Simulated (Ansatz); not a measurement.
The cell is the one relaxed in the Materials Project (mp-4562), not relaxed further here; entries there can be hypothetical.

Input and log of a run on LaGe$_{2}$Rh$_{2}$: DFT, LDA, all-electron PAW with datasets made for the crystal, scalar-relativistic (Ansatz 0.2.0).

Command: `ansatz run input.yaml --threads 2 --pin off --max-ram 6144MiB --backend cpu --events-out ev --progress --plain --runs-dir out` The run took 2 min on 2 threads of Arm Neoverse V1, with other jobs on the host, peak memory 2.6 GiB.

```yaml
crystal:
  lattice:
    - [-2.0971309614, 2.0971309614, 5.303591284]
    - [2.0971309614, -2.0971309614, 5.303591284]
    - [2.0971309614, 2.0971309614, -5.303591284]
  atoms:
    - { symbol: La, position: [0.0, 0.0, 0.0] }
    - { symbol: Ge, position: [0.62789118, 0.62789118, 0.0] }
    - { symbol: Ge, position: [0.37210882, 0.37210882, 0.0] }
    - { symbol: Rh, position: [0.75, 0.25, 0.5] }
    - { symbol: Rh, position: [0.25, 0.75, 0.5] }
kpoints:
  mp_grid: { grid: [12, 12, 12] }
  band_path:
    path:
      - [0.0, 0.0, 0.0]
      - [0.0, 0.0, 0.5]
      - [0.25, 0.25, 0.25]
      - [0.0, 0.5, 0.0]
      - [0.0, 0.0, 0.0]
      - [0.5, 0.5, -0.5]
      - [0.289088681, 0.710911319, -0.289088681]
      - [-0.289088681, 0.289088681, 0.289088681]
      - [0.0, 0.0, 0.0]
    npoints: 8
scf:
  occupations: { method: fermi_dirac, width: 0.08 }
hamiltonian:
  xc: lda
  pseudopotentials: { kind: all_electron, datasets: crystal }
output:
  forces: true
  stress: true
  eigenvalues: true
  efg: { contact_densities: true }
```

The log:

```
basis.fft_grid_basis auto: the FFT boxes are laid along the combinations [[1, 0, 1], [0, 1, 1], [0, 0, 1]] of the cell's own vectors, 4.194, 4.194 and 6.077 Å long. The dense box has 25×25×36 points. Along the cell's own vectors, as sized, it would have 36×36×36, 2.07 times as many. Of the 16 symmetry operations that the crystal satisfies within crystal.symmetry.tolerance (time reversal apart; of a slab, those that keep its plane) the dense box along the cell's own vectors carries 16, and the one as laid loses 12 of those. basis.fft_grid_basis: typed keeps the cell's own vectors: state it where this run's energies or levels are differenced outside the engine with another run's, or held beside a run that keeps those vectors.
hamiltonian.pseudopotentials.datasets: crystal makes datasets for this crystal and solves the spheres of its atoms anew in each pass: cutoff 320.0 eV, the density's 1280.0 eV; for an error of 0.50 meV an atom under PBE, 2.5 meV for the cell; an energy difference from a run of another recipe may be off by several times the error for the cell, under r2SCAN by more, where some 0.1 meV an atom stays at smaller errors; Ge in spheres of 1.207 Å, 14 of its electrons in bands; Rh in spheres of 1.254 Å, 17 of its electrons in bands; La in spheres of 1.376 Å, 11 of its electrons in bands
band count auto-derived: 56 (N_el = 73.0; filled up to band 37; 44 by the electrons, moments and atoms)
Rh, La: output.efg is read without spin–orbit coupling, which moves field gradients at and beside such atoms by some per cent and up to a factor of two; PAW files take it under magnetization.noncollinear and magnetization.spin_orbit
Engine: ansatz 0.2.0
Pseudopotentials: kind: all_electron
Pseudopotential: La, paw, valence charge 11, recommended cutoff 320 eV (normal), Koelling and Harmon's equation, gaussian nucleus
Pseudopotential: Ge, paw, valence charge 14, recommended cutoff 320 eV (normal), Koelling and Harmon's equation, gaussian nucleus
Pseudopotential: Rh, paw, valence charge 17, recommended cutoff 320 eV (normal), Koelling and Harmon's equation, gaussian nucleus
Functional definition: SPW92
  exchange = slater_x
  correlation = pw_c
Crystal: 5 atoms, lattice volume = 93.300 Å³
Basis set: ecut = 320 eV, 1211 PW (Γ), FFT grids on a1+a3, a2+a3, a3
Bands: 56, of which v1, the nominal top of the filled ones, is band 37 counted from 1 (36 counted from 0)
Symmetry: 16 space group operations
Space group: I4/mmm (ITA 139), of the structure as read, at distance tolerance 4.5e-5 Å
k-points: 163 of 1728
Non-local potential: La, projectors of the file, l = 0: 2, l = 1: 2, l = 2: 1, l = 3: 2
Non-local potential: Ge, projectors of the file, l = 0: 1, l = 1: 1, l = 2: 2
Non-local potential: Rh, projectors of the file, l = 0: 2, l = 1: 2, l = 2: 2
PAW form: soft (Blöchl's): semilocal exchange-correlation on the pseudo side does not see the compensation charge
PAW one-centre angular grid: La, 590 points (default); XC on its mesh's 1849 points in the sphere
PAW one-centre angular grid: Ge, 590 points (default); XC on its mesh's 1867 points in the sphere
PAW one-centre angular grid: Rh, 590 points (default); XC on its mesh's 1849 points in the sphere
Initial density: superposition of atomic densities (neutral atoms: chi_scale 0, normalization atom)
Initial wavefunctions: pseudopotential atomic-orbital guess
Functional: x = slater, c = lda
iter 1 solved again at ethr=1.51e-2 eV; its pass at ethr=1.00e-1 eV (dr2=1.10e1 eV) is discarded
SCF iter   1: F=—  HF=-605141.505506 eV  |F-HF|=—  |Δ(HF+E_count)|=         —  Δρ=9.91e-2  dr2=1.10e1  ethr=1.51e-2  ⟨swp⟩=2.0  Hψ=48001  notcnv=0
preconditioner: auto → Kerker (q_TF=auto, 2.619 Å⁻¹)  [metal: Δε(μ)=0.009 eV  Ē_g=16.274 eV  σ=0.080 eV  W_gap=0.03  n_scr=32 (ndim 8)  ℏωp=28.5 eV  f_vac=0.000  D(μ)=2.16/eV (n_scr^D=10)]
iter 2 solved again at ethr=5.14e-4 eV; its pass at ethr=1.51e-2 eV (dr2=3.76e-1 eV) is discarded
SCF iter   2: F=—  HF=-605139.845364 eV  |F-HF|=—  |Δ(HF+E_count)|=    1.66e0  Δρ=1.85e-2  dr2=3.81e-1  ethr=5.14e-4  ⟨swp⟩=3.7  Hψ=37001  notcnv=0  defer=19
SCF iter   3: F=—  HF=-605139.721042 eV  |F-HF|=—  |Δ(HF+E_count)|=   1.24e-1  Δρ=1.16e-2  dr2=1.73e-1  ethr=5.14e-4  ⟨swp⟩=2.3  Hψ=16560  notcnv=0  defer=9
SCF iter   4: F=—  HF=-605139.759970 eV  |F-HF|=—  |Δ(HF+E_count)|=   3.89e-2  Δρ=1.12e-2  dr2=2.26e-1  ethr=2.38e-4  ⟨swp⟩=3.0  Hψ=23627  notcnv=0  defer=2
SCF iter   5: F=—  HF=-605139.737663 eV  |F-HF|=—  |Δ(HF+E_count)|=   2.23e-2  Δρ=5.73e-3  dr2=3.18e-2  ethr=2.38e-4  ⟨swp⟩=3.0  Hψ=17851  notcnv=0  defer=2
SCF iter   6: F=—  HF=-605139.736588 eV  |F-HF|=—  |Δ(HF+E_count)|=   1.07e-3  Δρ=2.58e-3  dr2=7.14e-3  ethr=4.36e-5  ⟨swp⟩=2.0  Hψ=15410  notcnv=0  defer=5
SCF iter   7: F=—  HF=-605139.739469 eV  |F-HF|=—  |Δ(HF+E_count)|=   2.88e-3  Δρ=9.31e-4  dr2=1.17e-3  ethr=9.78e-6  ⟨swp⟩=3.0  Hψ=20306  notcnv=0  defer=1
SCF iter   8: F=—  HF=-605139.739333 eV  |F-HF|=—  |Δ(HF+E_count)|=   1.36e-4  Δρ=2.28e-4  dr2=6.04e-5  ethr=1.61e-6  ⟨swp⟩=2.5  Hψ=15441  notcnv=0  defer=2
SCF iter   9: F=—  HF=-605139.739309 eV  |F-HF|=—  |Δ(HF+E_count)|=   2.44e-5  Δρ=3.64e-5  dr2=1.75e-6  ethr=8.28e-8  ⟨swp⟩=3.0  Hψ=17786  notcnv=0  defer=1
SCF iter  10: F=—  HF=-605139.739308 eV  |F-HF|=—  |Δ(HF+E_count)|=   5.71e-7  Δρ=3.03e-5  dr2=1.09e-6  ethr=2.40e-9  ⟨swp⟩=3.0  Hψ=16896  notcnv=0  defer=1
SCF iter  11: F=-605139.739308 eV  HF=-605139.739308 eV  |F-HF|=5.36e-8  |Δ(HF+E_count)|=   1.97e-7  Δρ=5.61e-6  dr2=6.33e-8  ethr=1.49e-9  ⟨swp⟩=3.0  Hψ=16109  notcnv=0  defer=1
SCF 1 converged in 11 iterations: F = -605139.739308 eV  dr2 = 6.33e-8
  Residual-converged pass: ⟨swp⟩=4.0  Hψ=22330  notcnv=0  max |occ|·‖R‖ = 6.6e-6 eV (tolerance 6.7e-6 eV)  dr2=6.43e-8  dr2_onsite=3.48e-8  max |Δocc| = 8.3e-10
  greatest PAW one-centre occupation: 1.001 electrons in one spin orbital (limit 2), on the Rh atom at site 4 (counted from 0), in its partial waves of l = 0
NSCF: frozen V_eff on 65 k-points
SCF converged after 11 iterations
Free energy (F): -605139.739308 eV
Harris-Foulkes:  -605139.739308 eV  (|F-HF|=5.36e-8)
Internal energy: -605139.679504 eV  (E = F + TS)
E sigma→0 (E₀):  -605139.709406 eV
Entropy (-TS):   -0.059804 eV (-11.961 meV/atom)
Past the cutoff: the bands carry plane waves up to 1.75 times it, of which those up to 1.5 times it add -0.000298 eV an atom, each by itself; the spheres take 0.000403 eV an atom off the energy for waves past 1.75 times it
By the cutoff:   a pressure is off by up to 0.008 GPa (1.2 times the spheres' own share and the shells' term, over an atom's volume, and 0.004 GPa: a bound that held against runs at twice the plane waves)
Past the cutoffs: a stress includes 0.0011 GPa for waves and charges beyond them, in addition to the slope of what the spheres take
In the spheres:  the bands' charges fall short by 7.8e-7 e at most (sound up to 1e-3)
Fermi energy:    17.779626 eV
--- Per-component energies (eV) ---
  The terms above E_closure are by the made datasets' own strengths, without shells solved beside the bands.
--- Forces (eV/Å), atoms counted from 1 ---
  atom   1  La     0.00000000     0.00000000     0.00000000
  atom   2  Ge     0.00000000     0.00000000     0.19328864
  atom   3  Ge     0.00000000    -0.00000000    -0.19328864
  atom   4  Rh     0.00000000     0.00000000     0.00000000
  atom   5  Rh     0.00000000     0.00000000     0.00000000
  max |Σ_I F_I| component: 5.55e-17 eV/Å
--- Stress (GPa, compression-positive) ---
       -6.688422       0.000000       0.000000
        0.000000      -6.688422       0.000000
        0.000000      -0.000000      -5.831055
  P = ⅓ Tr σ = -6.4026 GPa (-64.026 kbar)
--- PAW observables at the nuclei: V_zz in 10²¹ V/m², potentials from the cell's mean, atoms counted from 1 ---
  atom   1  La V_zz =    -7.426357   η = 0.0000   by run symmetry: allowed
            electrostatic potential = -9875.894304 V   contact ρ = 2237949.320045 e/Å³
  atom   2  Ge V_zz =    +5.660771   η = 0.0000   by run symmetry: allowed
            electrostatic potential = -4326.336986 V   contact ρ = 209274.256628 e/Å³
  atom   3  Ge V_zz =    +5.660771   η = 0.0000   by run symmetry: allowed
            electrostatic potential = -4326.336986 V   contact ρ = 209274.256628 e/Å³
  atom   4  Rh V_zz =    -2.929997   η = 0.0000   by run symmetry: allowed
            electrostatic potential = -7019.257184 V   contact ρ = 786608.680045 e/Å³
  atom   5  Rh V_zz =    -2.929997   η = 0.0000   by run symmetry: allowed
            electrostatic potential = -7019.257184 V   contact ρ = 786608.680045 e/Å³
--- Band table (eV; the first three rows and the last of 163) ---
  k-point 0: bands = ["-60.6458", "-60.6242", "-28.7250", "-28.7250", "-28.5902", "-28.5902", "-28.5578", "-28.5278", "-14.7604", "-6.7738", "-6.7449", "-6.7449", "-6.7043", "-6.7043", "-6.6970", "-6.6963", "-6.6869", "-6.6760", "-6.6689", "1.5074", "1.6133", "1.6133", "6.8584", "9.3230", "11.9280", "13.5416", "13.5416", "13.5635", "14.8130", "15.3317", "15.3317", "15.7354", "16.1496", "16.5695", "16.7834", "16.7834", "17.2530", "17.5573", "19.1369", "19.1369", "19.8404", "19.8508", "19.9164", "20.0449", "20.0449", "20.8124", "21.3273", "21.3273", "21.7804", "22.0097"]
  k-point 1: bands = ["-60.6450", "-60.6249", "-28.7261", "-28.7152", "-28.6004", "-28.5893", "-28.5567", "-28.5288", "-14.7577", "-6.7738", "-6.7452", "-6.7452", "-6.7049", "-6.7046", "-6.6965", "-6.6963", "-6.6869", "-6.6763", "-6.6687", "1.5135", "1.5748", "1.5939", "6.9941", "9.3326", "12.0624", "13.3138", "13.6220", "13.7222", "14.5852", "15.1223", "15.5759", "15.7123", "16.1369", "16.4281", "16.4514", "16.8480", "17.2715", "17.7941", "18.7597", "19.2489", "19.8599", "19.8671", "19.9301", "20.0322", "20.0386", "20.3169", "21.4301", "21.4730", "21.9083", "22.7219"]
  k-point 2: bands = ["-60.6430", "-60.6268", "-28.7293", "-28.6883", "-28.6285", "-28.5869", "-28.5538", "-28.5314", "-14.7503", "-6.7738", "-6.7462", "-6.7460", "-6.7066", "-6.7053", "-6.6961", "-6.6953", "-6.6868", "-6.6770", "-6.6682", "1.4854", "1.5301", "1.5412", "7.3370", "9.3621", "12.3473", "13.0440", "13.8525", "13.9517", "14.3559", "14.4909", "15.6532", "15.7739", "16.0045", "16.0209", "16.1600", "17.0298", "17.3513", "18.0377", "18.1732", "19.4738", "19.8780", "19.9218", "19.9574", "19.9977", "20.0093", "20.0806", "21.6669", "21.7304", "21.7851", "22.1062"]
  k-point 162: bands = ["-60.6458", "-60.6242", "-28.7250", "-28.7250", "-28.5902", "-28.5902", "-28.5579", "-28.5278", "-14.7582", "-6.7738", "-6.7448", "-6.7448", "-6.7044", "-6.7044", "-6.7022", "-6.6911", "-6.6817", "-6.6812", "-6.6686", "1.4135", "1.6198", "1.6198", "7.7592", "8.2654", "12.3609", "13.3279", "13.3279", "13.5774", "14.0845", "14.9772", "15.0705", "15.0705", "16.5689", "17.4732", "17.4732", "17.5572", "17.8280", "18.8432", "19.5012", "19.5637", "19.7488", "19.7488", "19.9056", "20.2625", "20.2625", "20.5987", "20.7744", "21.1229", "21.1229", "22.0333"]
```

Spin polarisation is left out, and whether a magnetic state lies lower isn't shown here.
